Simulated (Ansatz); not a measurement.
Au (hcp (Mg type), P6_3/mmc) at seven volumes, PBEsol in the plane-wave PAW code Ansatz, shape and atoms relaxed at each. One row is withheld.

| V (Å³/atom) | P (GPa) |
|---|---|
| 15.500 | 21.34 |
| 16.011 | 12.75 |
| 16.522 | ? |
| 17.033 | 0.00 |
| 17.544 | -4.67 |
| 18.055 | -8.43 |
| 18.566 | -11.42 |

**Question.** Fit the shown pressures and predict the withheld one.

**Answer.** P = (3/2)B₀(x^(7/2) − x^(5/2))[1 + (3/4)(B′ − 4)(x − 1)] with x = (V₀/V)^(2/3). Least squares on the six rows gives V₀ = 17.032 Å³/atom, B₀ = 171 GPa, B′ = 5.93. At V = 16.522, x = 1.0205 and P = 5.69 GPa. The run itself gave 5.73 GPa.

The first step of the workflow began from a Materials Project structure, measured or hypothetical; the Crystallography Open Database files this formula in space group No. 194, but the cells were not matched. It is not the phase usual at ambient conditions (space group No. 225). The PBEsol relaxation kept the symmetry of its start; whether a distortion lowers the energy is not shown. Spin–orbit coupling is left out wherever it is not named.

Potentials: the later of the program's two PAW sets.
